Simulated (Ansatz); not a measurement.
# Comparing deformations in Ga3Se

The calculation used Ansatz, DFT PBE+D3(BJ), scalar-relativistic, plane waves, PAW. The runs took a 420 eV cutoff, a Γ-centred 12×12×12 mesh and Gaussian smearing (0.15 eV). No spin polarisation. Energies are free energies at this smearing, counted from the undisturbed cell; pressure is positive in compression.

Zero of the scan (relaxed at this level; it needn't be the usual structure):

```yaml
crystal:
  lattice:
    - [4.32361, 0.00000, 0.00000]
    - [0.00000, 4.32361, 0.00000]
    - [0.00000, 0.00000, 4.32361]
  atoms:
    - { symbol: Ga, position: [0.00000, 0.50000, 0.50000] }
    - { symbol: Ga, position: [0.50000, 0.00000, 0.50000] }
    - { symbol: Ga, position: [0.50000, 0.50000, 0.00000] }
    - { symbol: Se, position: [0.00000, 0.00000, 0.00000] }
```

The cell is strained by ε times a Voigt pattern (xx, yy, zz, yz, xz, xy; engineering shear) with fractional coordinates fixed. τ = (1/V0) dE/dε comes from the stress tensor. Of each scan, only the three points used here are listed.

| pattern | ε | τ (GPa) |
| --- | --- | --- |
| (1, 1, 0, 0, 0, 0) | -0.0150 | -3.07 |
| (1, 1, 0, 0, 0, 0) | 0.0000 | -0.09 |
| (1, 1, 0, 0, 0, 0) | 0.0150 | 2.49 |
| (0, 0, 1, 0, 0, 0) | -0.0150 | -0.784 |
| (0, 0, 1, 0, 0, 0) | 0.0000 | -0.045 |
| (0, 0, 1, 0, 0, 0) | 0.0150 | 0.643 |
| (0, 0, 0, 0, 0, 1) | -0.0150 | -0.0531 |
| (0, 0, 0, 0, 0, 1) | 0.0000 | 0.0000 |
| (0, 0, 0, 0, 0, 1) | 0.0150 | 0.0531 |

Problem. Which constants do the scans give, and which deformation costs least for the same size of strain tensor?

Solution. The slope dτ/dε at zero (parabola through three points) is pᵀCp: (1, 1, 0, 0, 0, 0) gives 2(C11 + C12) = 185 GPa; (0, 0, 1, 0, 0, 0) gives C11 = 48 GPa; (0, 0, 0, 0, 0, 1) gives C44 = 3.5 GPa. The size of the strain tensor, ε:ε, is ε² times 2.0, 1.0, 0.5. Per unit of it the stiffnesses are 93, 48, 7.1 GPa, so (0, 0, 0, 0, 0, 1) is the softest of these: at ε:ε = (1 %)² the quadratic term costs 0.04 meV/atom against 0.58 for the stiffest. These are clamped-ion values.

Problem. What else follows for this cubic crystal?

Solution. From the unrounded slopes C11 = 47.6 and C12 = 44.9 GPa, so B = (C11 + 2 C12)/3 = 46 GPa and the Poisson ratio for a pull along a cube edge is C12/(C11 + C12) = 0.49.

Problem. How anisotropic is this cubic crystal?

Solution. Zener's ratio 2 C44/(C11 − C12) = 2.68 with clamped ions; it is 1 for an isotropic solid.

In a metal these slopes depend on the k mesh and the smearing.